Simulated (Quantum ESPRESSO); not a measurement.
Rh4OsPt2Ag, finding a planted mistake in a log

Simulated, not a measurement. The program is pw.x of Quantum ESPRESSO 7.5 (plane-wave density functional theory). The cell is made up: eight metal atoms on a face-centred cubic lattice, with elements, volume, strain and displacements drawn at random and not relaxed, so it may be unstable or far from any real phase. PseudoDojo standard norm-conserving files set the functional (PBE unless stated); there is no spin polarisation or spin-orbit coupling, the Fermi-Dirac width of 0.25 eV means electrons at about 2900 K, and the masses in the input are unused placeholders. Heavy elements are run without spin-orbit coupling, which real alloys of them have. A spin test at this wide smearing found no moment, but such smearing suppresses magnetism that the real alloy may have.

Intended input:

```
&control calculation='scf', pseudo_dir='./dojo.nc.sr.pbe.v0_5.standard.upf', outdir='./o', disk_io='minimal', tprnfor=.true., tstress=.true. /
&system ibrav=0, nat=8, ntyp=4, nbnd=87, ecutwfc=87.97787729, nosym=.true., tot_charge=0,
 occupations='smearing', smearing='fd', degauss=0.0183746611
/
&electrons conv_thr=1.470e-08, electron_maxstep=70, mixing_beta=0.5 /
ATOMIC_SPECIES
Ag 1.0 Ag.upf
Os 1.0 Os.upf
Pt 1.0 Pt.upf
Rh 1.0 Rh.upf
CELL_PARAMETERS angstrom
0.0206 1.9671 1.9496
-0.0702 4.0072 -3.9722
-7.876 -1.9745 1.8748
ATOMIC_POSITIONS angstrom
Rh 0.0667 -0.0079 0.0791
Rh -3.9297 -0.0051 -0.0534
Os -0.0678 1.9144 -1.9982
Pt -4.0268 1.9631 -2.0601
Rh -5.8975 -0.1059 1.7864
Pt -1.9705 2.0567 -0.0393
Rh -5.8636 2.0357 -0.0976
Ag -2.0008 3.9833 -2.0862
K_POINTS automatic
8 5 3 1 1 1
```

The log is shortened where brackets say so; the opening notice, blank lines, dates and the lines on written files are dropped, and the path of the files is cut. It prints rydbergs, bohrs and kilobars, and counts compression as positive stress. Its total energy is the free energy E - TS of the whole cell.

Log of the intended run:

```
     Program PWSCF v.7.5
     Parallel version (MPI & OpenMP), running on       4 processor cores
     Number of MPI processes:                 4
     Threads/MPI process:                     1
     [start-up lines left out]
     bravais-lattice index     =            0
     lattice parameter (alat)  =       5.2338  a.u.
     unit-cell volume          =     834.0529 (a.u.)^3
     number of atoms/cell      =            8
     number of atomic types    =            4
     number of electrons       =       139.00
     number of Kohn-Sham states=           87
     kinetic-energy cutoff     =      87.9779  Ry
     charge density cutoff     =     351.9115  Ry
     scf convergence threshold =      1.5E-08
     mixing beta               =       0.5000
     number of iterations used =            8  plain     mixing
     Exchange-correlation= PBE
                           (   1   4   3   4   0   0   0)
     [axes and pseudopotential details left out]
   Cartesian axes
     site n.     atom                  positions (alat units)
         1        Rh     tau(   1) = (   0.0240826  -0.0028524   0.0285598  )
         2        Rh     tau(   2) = (  -1.4188541  -0.0018414  -0.0192806  )
         3        Os     tau(   3) = (  -0.0244798   0.6912116  -0.7214684  )
         4        Pt     tau(   4) = (  -1.4539129   0.7087952  -0.7438179  )
         5        Rh     tau(   5) = (  -2.1293463  -0.0382362   0.6449960  )
         6        Pt     tau(   6) = (  -0.7114670   0.7425903  -0.0141896  )
         7        Rh     tau(   7) = (  -2.1171064   0.7350081  -0.0352394  )
         8        Ag     tau(   8) = (  -0.7224071   1.4382069  -0.7532416  )
     number of k points=    60  Fermi-Dirac smearing, width (Ry)=  0.0184
                       cart. coord. in units 2pi/alat
        k(    1) = (  -0.0757148   0.0782915   0.0105941), wk =   0.0333333
        k(    2) = (   0.1577307   0.0791137   0.0072979), wk =   0.0333333
     [further k points left out]
     Dense  grid:    93003 G-vectors     FFT dimensions: (  32,  64,  96)
     Estimated max dynamical RAM per process >     418.35 MB
     Estimated total dynamical RAM >       1.57 GB
     Initial potential from superposition of free atoms
     starting charge     138.9965, renormalised to     139.0000
     Starting wfcs are   80 randomized atomic wfcs +    7 random wfcs
     total cpu time spent up to now is        5.9 secs
     per-process dynamical memory:   336.0 Mb
     Self-consistent Calculation
     iteration #  1     ecut=    87.98 Ry     beta= 0.50
     Davidson diagonalization with overlap
     ethr =  1.00E-02,  avg # of iterations =  3.0
     total cpu time spent up to now is       21.3 secs
     total energy              =   -1971.55890250 Ry
     estimated scf accuracy    <       2.68574514 Ry
     iteration #  2     ecut=    87.98 Ry     beta= 0.50
     Davidson diagonalization with overlap
     ethr =  1.93E-03,  avg # of iterations =  4.2
     total cpu time spent up to now is       38.4 secs
     total energy              =   -1970.15550373 Ry
     estimated scf accuracy    <      46.87276361 Ry
     [iterations 3 to 20 left out]
     iteration # 21     ecut=    87.98 Ry     beta= 0.50
     Davidson diagonalization with overlap
     ethr =  2.16E-11,  avg # of iterations =  1.0
     total cpu time spent up to now is      280.3 secs
     total energy              =   -1973.06951318 Ry
     estimated scf accuracy    <       0.00000002 Ry
     iteration # 22     ecut=    87.98 Ry     beta= 0.50
     Davidson diagonalization with overlap
     ethr =  1.24E-11,  avg # of iterations =  1.0
     total cpu time spent up to now is      292.0 secs
     End of self-consistent calculation
     [lines on levels left out]
!    total energy              =   -1973.06951318 Ry
     estimated scf accuracy    <          1.1E-09 Ry
     smearing contrib. (-TS)   =      -0.16000786 Ry
     internal energy E=F+TS    =   -1972.90950532 Ry
     The total energy is F=E-TS. E is the sum of the following terms:
     one-electron contribution =    -497.07631472 Ry
     hartree contribution      =     338.98144817 Ry
     xc contribution           =    -333.66914614 Ry
     ewald contribution        =   -1481.14549263 Ry
     convergence has been achieved in  22 iterations
     Forces acting on atoms (cartesian axes, Ry/au):
     atom    1 type  4   force =     0.02589995   -0.00134854   -0.02167905
     atom    2 type  4   force =    -0.03512844    0.00680823   -0.01029222
     atom    3 type  2   force =     0.08063777   -0.00095668    0.01333402
     atom    4 type  3   force =    -0.00256676    0.01147606   -0.00534822
     atom    5 type  4   force =    -0.02747128    0.03359025   -0.00117556
     atom    6 type  3   force =     0.01726227   -0.02045974   -0.00130133
     atom    7 type  4   force =    -0.05332420   -0.03116883    0.02172661
     atom    8 type  1   force =    -0.00530931    0.00205924    0.00473577
     Total force =     0.127755     Total SCF correction =     0.000204
     Computing stress (Cartesian axis) and pressure
          total   stress  (Ry/bohr**3)                   (kbar)     P=      -60.00
  -0.00031825   0.00009891  -0.00020063          -46.82       14.55      -29.51
   0.00009891  -0.00047736   0.00009029           14.55      -70.22       13.28
  -0.00020063   0.00009029  -0.00042800          -29.51       13.28      -62.96
     init_run     :      5.63s CPU      5.80s WALL (       1 calls)
     electrons    :    281.18s CPU    286.18s WALL (       1 calls)
     forces       :      1.90s CPU      1.90s WALL (       1 calls)
     stress       :      6.62s CPU      6.62s WALL (       1 calls)
     [timing details left out]
     PWSCF        :   4m55.40s CPU   5m 0.62s WALL
     JOB DONE.
```

A second run was made from an input with one planted mistake. Its log:

```
     Program PWSCF v.7.5
     Parallel version (MPI & OpenMP), running on       4 processor cores
     Number of MPI processes:                 4
     Threads/MPI process:                     1
     [start-up lines left out]
     bravais-lattice index     =            0
     lattice parameter (alat)  =       5.2338  a.u.
     unit-cell volume          =     834.0529 (a.u.)^3
     number of atoms/cell      =            8
     number of atomic types    =            5
     number of electrons       =       141.00
     number of Kohn-Sham states=           88
     kinetic-energy cutoff     =      87.9779  Ry
     charge density cutoff     =     351.9115  Ry
     scf convergence threshold =      1.5E-08
     mixing beta               =       0.5000
     number of iterations used =            8  plain     mixing
     Exchange-correlation= PBE
                           (   1   4   3   4   0   0   0)
     [axes and pseudopotential details left out]
   Cartesian axes
     site n.     atom                  positions (alat units)
         1        Au     tau(   1) = (   0.0240826  -0.0028524   0.0285598  )
         2        Rh     tau(   2) = (  -1.4188541  -0.0018414  -0.0192806  )
         3        Os     tau(   3) = (  -0.0244798   0.6912116  -0.7214684  )
         4        Pt     tau(   4) = (  -1.4539129   0.7087952  -0.7438179  )
         5        Rh     tau(   5) = (  -2.1293463  -0.0382362   0.6449960  )
         6        Pt     tau(   6) = (  -0.7114670   0.7425903  -0.0141896  )
         7        Rh     tau(   7) = (  -2.1171064   0.7350081  -0.0352394  )
         8        Ag     tau(   8) = (  -0.7224071   1.4382069  -0.7532416  )
     number of k points=    60  Fermi-Dirac smearing, width (Ry)=  0.0184
                       cart. coord. in units 2pi/alat
        k(    1) = (  -0.0757148   0.0782915   0.0105941), wk =   0.0333333
        k(    2) = (   0.1577307   0.0791137   0.0072979), wk =   0.0333333
     [further k points left out]
     Dense  grid:    93003 G-vectors     FFT dimensions: (  32,  64,  96)
     Estimated max dynamical RAM per process >     429.63 MB
     Estimated total dynamical RAM >       1.61 GB
     Initial potential from superposition of free atoms
     starting charge     140.9970, renormalised to     141.0000
     Starting wfcs are   80 randomized atomic wfcs +    8 random wfcs
     total cpu time spent up to now is        5.8 secs
     per-process dynamical memory:   342.3 Mb
     Self-consistent Calculation
     iteration #  1     ecut=    87.98 Ry     beta= 0.50
     Davidson diagonalization with overlap
     ethr =  1.00E-02,  avg # of iterations =  3.1
     total cpu time spent up to now is       21.2 secs
     total energy              =   -2033.50311035 Ry
     estimated scf accuracy    <       2.48954127 Ry
     iteration #  2     ecut=    87.98 Ry     beta= 0.50
     Davidson diagonalization with overlap
     ethr =  1.77E-03,  avg # of iterations =  3.8
     total cpu time spent up to now is       37.4 secs
     total energy              =   -2032.55117917 Ry
     estimated scf accuracy    <      29.44205995 Ry
     [iterations 3 to 19 left out]
     iteration # 20     ecut=    87.98 Ry     beta= 0.50
     Davidson diagonalization with overlap
     ethr =  8.43E-11,  avg # of iterations =  1.0
     total cpu time spent up to now is      266.7 secs
     total energy              =   -2034.86010305 Ry
     estimated scf accuracy    <       0.00000007 Ry
     iteration # 21     ecut=    87.98 Ry     beta= 0.50
     Davidson diagonalization with overlap
     ethr =  4.79E-11,  avg # of iterations =  1.0
     total cpu time spent up to now is      278.5 secs
     End of self-consistent calculation
     [lines on levels left out]
!    total energy              =   -2034.86010305 Ry
     estimated scf accuracy    <          7.0E-10 Ry
     smearing contrib. (-TS)   =      -0.14741490 Ry
     internal energy E=F+TS    =   -2034.71268816 Ry
     The total energy is F=E-TS. E is the sum of the following terms:
     one-electron contribution =    -507.70251112 Ry
     hartree contribution      =     346.14405017 Ry
     xc contribution           =    -348.15623806 Ry
     ewald contribution        =   -1524.99798915 Ry
     convergence has been achieved in  21 iterations
     Forces acting on atoms (cartesian axes, Ry/au):
     atom    1 type  2   force =     0.00472747   -0.00739974   -0.01710028
     atom    2 type  5   force =    -0.04038527    0.00641688   -0.01095873
     atom    3 type  3   force =     0.08003189   -0.00574964    0.01782983
     atom    4 type  4   force =    -0.00316569    0.01168097   -0.00573435
     atom    5 type  5   force =     0.00489205    0.05055132   -0.01682561
     atom    6 type  4   force =    -0.00287599   -0.00782301   -0.01287146
     atom    7 type  5   force =    -0.02396554   -0.04566240    0.03555555
     atom    8 type  1   force =    -0.01925892   -0.00201436    0.01010505
     Total force =     0.128823     Total SCF correction =     0.000139
     Computing stress (Cartesian axis) and pressure
          total   stress  (Ry/bohr**3)                   (kbar)     P=        2.86
   0.00008405   0.00007913  -0.00018140           12.36       11.64      -26.69
   0.00007913  -0.00004001   0.00005462           11.64       -5.89        8.03
  -0.00018140   0.00005462   0.00001436          -26.69        8.03        2.11
     init_run     :      5.53s CPU      5.67s WALL (       1 calls)
     electrons    :    268.11s CPU    272.73s WALL (       1 calls)
     forces       :      1.96s CPU      1.96s WALL (       1 calls)
     stress       :      6.89s CPU      6.89s WALL (       1 calls)
     [timing details left out]
     PWSCF        :   4m42.62s CPU   4m47.44s WALL
     JOB DONE.
```

Question: the log repeats what the program read. Compare it with the intended run: what was wrong in the second input?

Answer: one atom is of a wrong element. The input lines that differ:

```
- &system ibrav=0, nat=8, ntyp=4, nbnd=87, ecutwfc=87.97787729, nosym=.true., tot_charge=0,
+ &system ibrav=0, nat=8, ntyp=5, nbnd=88, ecutwfc=87.97787729, nosym=.true., tot_charge=0,
+ Au 1.0 Au.upf
- Rh 0.0667 -0.0079 0.0791
+ Au 0.0667 -0.0079 0.0791
```

```
                                            intended run  run with the mistake
                          free energy (eV)    -26844.978            -27685.682
         entropy term -TS, part of it (eV)        -2.177                -2.006
                            pressure (GPa)         -6.00                  0.29
size of the largest force component (eV/Å)         2.073                 2.058
largest change of a force component (eV/Å)                               0.832
                                iterations            22                    21
```

For scale, a rerun of the intended cell at a higher cutoff and on a denser mesh moved values by no more than 0.004 eV in energy, 0.12 GPa in stress and 0.016 eV/Å in force, and a second program with other atomic files agreed on that cell to 2 % rms in force and 0.5 GPa in pressure. Files of another functional or element have another zero of energy, so the energy change says nothing on stability. The number of bands, nbnd, was set by rule from the electron count, so it follows the mistake.